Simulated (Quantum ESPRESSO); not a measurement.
## Si7P (input and log of a self-consistent run)

Simulated, not a measurement. The program is pw.x of Quantum ESPRESSO 7.5 (plane-wave density functional theory). The cell is made up: 8 atoms on a zincblende/diamond lattice, with randomly drawn elements, strain and displacements, not relaxed. PseudoDojo standard norm-conserving files (v0.5 for PBE, v0.4.1 for LDA and PBEsol) set the functional; there is no spin polarisation, spin-orbit coupling or dispersion term, and the masses in the input are unused placeholders. A spin-polarised start on this cell or one of its family kept no moment.

Input:

```
&control calculation='scf', pseudo_dir='./dojo.nc.sr.pbe.v0_5.standard.upf', outdir='./o', disk_io='low', tprnfor=.true., tstress=.true. /
&system ibrav=0, nat=8, ntyp=2, nbnd=27, ecutwfc=44.02568797, nosym=.true., tot_charge=0,
 occupations='smearing', smearing='fd', degauss=0.0073498644
/
&electrons conv_thr=7.350e-09, electron_maxstep=60, /
ATOMIC_SPECIES
P 1.0 P.upf
Si 1.0 Si.upf
CELL_PARAMETERS angstrom
5.7243 0.0 0.0
0.0 5.7243 0.0
0.0 0.0 5.7243
ATOMIC_POSITIONS angstrom
Si 0.028 0.0669 0.04
Si -0.0469 2.9121 2.7861
Si 2.8415 0.0632 2.9501
P 2.8696 2.891 -0.0161
Si 1.4863 1.4446 1.4413
Si 1.398 4.359 4.3492
Si 4.2852 1.4328 4.2934
Si 4.3165 4.2455 1.5387
K_POINTS automatic
6 6 6 1 1 1
```

The log is shortened where brackets say so; the opening notice, blank lines, dates and the lines on written files are dropped, and the path of the files is cut. It prints rydbergs, bohrs and kilobars, and counts compression as positive stress.

```
     Program PWSCF v.7.5
     Parallel version (MPI & OpenMP), running on       4 processor cores
     Number of MPI processes:                 4
     Threads/MPI process:                     1
     [start-up lines left out]
     bravais-lattice index     =            0
     lattice parameter (alat)  =      10.8174  a.u.
     unit-cell volume          =    1265.7961 (a.u.)^3
     number of atoms/cell      =            8
     number of atomic types    =            2
     number of electrons       =        33.00
     number of Kohn-Sham states=           27
     kinetic-energy cutoff     =      44.0257  Ry
     charge density cutoff     =     176.1028  Ry
     scf convergence threshold =      7.3E-09
     mixing beta               =       0.7000
     number of iterations used =            8  plain     mixing
     Exchange-correlation= PBE
                           (   1   4   3   4   0   0   0)
     [axes and pseudopotential details left out]
   Cartesian axes
     site n.     atom                  positions (alat units)
         1        Si     tau(   1) = (   0.0048914   0.0116870   0.0069878  )
         2        Si     tau(   2) = (  -0.0081931   0.5087260   0.4867145  )
         3        Si     tau(   3) = (   0.4963926   0.0110407   0.5153643  )
         4        P      tau(   4) = (   0.5013015   0.5050399  -0.0028126  )
         5        Si     tau(   5) = (   0.2596475   0.2523627   0.2517862  )
         6        Si     tau(   6) = (   0.2442220   0.7614905   0.7597785  )
         7        Si     tau(   7) = (   0.7485981   0.2503013   0.7500306  )
         8        Si     tau(   8) = (   0.7540660   0.7416627   0.2688014  )
     number of k points=   108  Fermi-Dirac smearing, width (Ry)=  0.0073
     Number of k-points >= 100: set verbosity='high' to print them.
     Dense  grid:    49941 G-vectors     FFT dimensions: (  45,  45,  45)
     Estimated max dynamical RAM per process >     126.91 MB
     Estimated total dynamical RAM >     471.06 MB
     Initial potential from superposition of free atoms
     starting charge      32.9956, renormalised to      33.0000
     Starting wfcs are   32 randomized atomic wfcs
     total cpu time spent up to now is        1.6 secs
     per-process dynamical memory:   110.8 Mb
     Self-consistent Calculation
     iteration #  1     ecut=    44.03 Ry     beta= 0.70
     Davidson diagonalization with overlap
     ethr =  1.00E-02,  avg # of iterations =  3.4
     Threshold (ethr) on eigenvalues was too large:
     Diagonalizing with lowered threshold
     Davidson diagonalization with overlap
     ethr =  4.45E-04,  avg # of iterations =  5.7
     total cpu time spent up to now is        9.2 secs
     total energy              =     -72.97131832 Ry
     estimated scf accuracy    <       0.16365745 Ry
     iteration #  2     ecut=    44.03 Ry     beta= 0.70
     Davidson diagonalization with overlap
     ethr =  4.96E-04,  avg # of iterations =  1.4
     total cpu time spent up to now is       11.9 secs
     total energy              =     -72.97532237 Ry
     estimated scf accuracy    <       0.01934630 Ry
     iteration #  3     ecut=    44.03 Ry     beta= 0.70
     Davidson diagonalization with overlap
     ethr =  5.86E-05,  avg # of iterations =  7.3
     total cpu time spent up to now is       16.4 secs
     total energy              =     -72.97689036 Ry
     estimated scf accuracy    <       0.02188061 Ry
     iteration #  4     ecut=    44.03 Ry     beta= 0.70
     Davidson diagonalization with overlap
     ethr =  5.86E-05,  avg # of iterations =  2.3
     total cpu time spent up to now is       19.3 secs
     total energy              =     -72.98151159 Ry
     estimated scf accuracy    <       0.00058440 Ry
     iteration #  5     ecut=    44.03 Ry     beta= 0.70
     Davidson diagonalization with overlap
     c_bands:  1 eigenvalues not converged
     c_bands:  1 eigenvalues not converged
     ethr =  1.77E-06,  avg # of iterations = 11.9
     total cpu time spent up to now is       24.3 secs
     total energy              =     -72.98165493 Ry
     estimated scf accuracy    <       0.00004125 Ry
     iteration #  6     ecut=    44.03 Ry     beta= 0.70
     Davidson diagonalization with overlap
     ethr =  1.25E-07,  avg # of iterations =  2.8
     total cpu time spent up to now is       27.5 secs
     total energy              =     -72.98166454 Ry
     estimated scf accuracy    <       0.00001162 Ry
     iteration #  7     ecut=    44.03 Ry     beta= 0.70
     Davidson diagonalization with overlap
     ethr =  3.52E-08,  avg # of iterations =  2.1
     total cpu time spent up to now is       30.4 secs
     total energy              =     -72.98166703 Ry
     estimated scf accuracy    <       0.00000013 Ry
     iteration #  8     ecut=    44.03 Ry     beta= 0.70
     Davidson diagonalization with overlap
     ethr =  4.07E-10,  avg # of iterations =  4.4
     total cpu time spent up to now is       34.3 secs
     total energy              =     -72.98166713 Ry
     estimated scf accuracy    <       0.00000006 Ry
     iteration #  9     ecut=    44.03 Ry     beta= 0.70
     Davidson diagonalization with overlap
     ethr =  1.85E-10,  avg # of iterations =  2.0
     total cpu time spent up to now is       37.2 secs
     total energy              =     -72.98166714 Ry
     estimated scf accuracy    <       0.00000001 Ry
     iteration # 10     ecut=    44.03 Ry     beta= 0.70
     Davidson diagonalization with overlap
     ethr =  3.91E-11,  avg # of iterations =  2.0
     total cpu time spent up to now is       40.0 secs
     End of self-consistent calculation
     Number of k-points >= 100: set verbosity='high' to print the bands.
     the Fermi energy is     5.6622 ev
!    total energy              =     -72.98166715 Ry
     estimated scf accuracy    <          5.6E-10 Ry
     smearing contrib. (-TS)   =      -0.00633724 Ry
     internal energy E=F+TS    =     -72.97532991 Ry
     The total energy is F=E-TS. E is the sum of the following terms:
     one-electron contribution =      14.03824925 Ry
     hartree contribution      =       5.94095338 Ry
     xc contribution           =     -25.02875770 Ry
     ewald contribution        =     -67.92577484 Ry
     convergence has been achieved in  10 iterations
     Forces acting on atoms (cartesian axes, Ry/au):
     atom    1 type  2   force =    -0.01557978   -0.01529199    0.00795123
     atom    2 type  2   force =     0.04070952   -0.03240527    0.04931002
     atom    3 type  2   force =     0.00369102   -0.02418336   -0.01347832
     atom    4 type  1   force =     0.00225131   -0.00141750    0.00989789
     atom    5 type  2   force =    -0.01281368    0.01030948    0.00328691
     atom    6 type  2   force =    -0.00745367   -0.00681193   -0.02049863
     atom    7 type  2   force =     0.01734840    0.01267744    0.00142430
     atom    8 type  2   force =    -0.02815311    0.05712313   -0.03789340
     Total force =     0.115423     Total SCF correction =     0.000026
     Computing stress (Cartesian axis) and pressure
          total   stress  (Ry/bohr**3)                   (kbar)     P=      -87.95
  -0.00059403  -0.00006659   0.00009400          -87.39       -9.80       13.83
  -0.00006659  -0.00060124  -0.00003176           -9.80      -88.45       -4.67
   0.00009400  -0.00003176  -0.00059833           13.83       -4.67      -88.02
     init_run     :      1.49s CPU      1.54s WALL (       1 calls)
     electrons    :     38.25s CPU     38.44s WALL (       1 calls)
     forces       :      0.68s CPU      0.68s WALL (       1 calls)
     stress       :      2.33s CPU      2.33s WALL (       1 calls)
     [timing details left out]
     PWSCF        :     42.79s CPU     43.06s WALL
     JOB DONE.
```

In other units: free energy -992.966 eV for the cell, pressure -8.79 GPa, largest force component 1.469 eV/Å. A rerun of the same cell at another strain at 838 eV and a 8 x 8 x 8 mesh moved values by no more than 0.013 eV in energy, 0.13 GPa in stress and 0.017 eV/Å in force.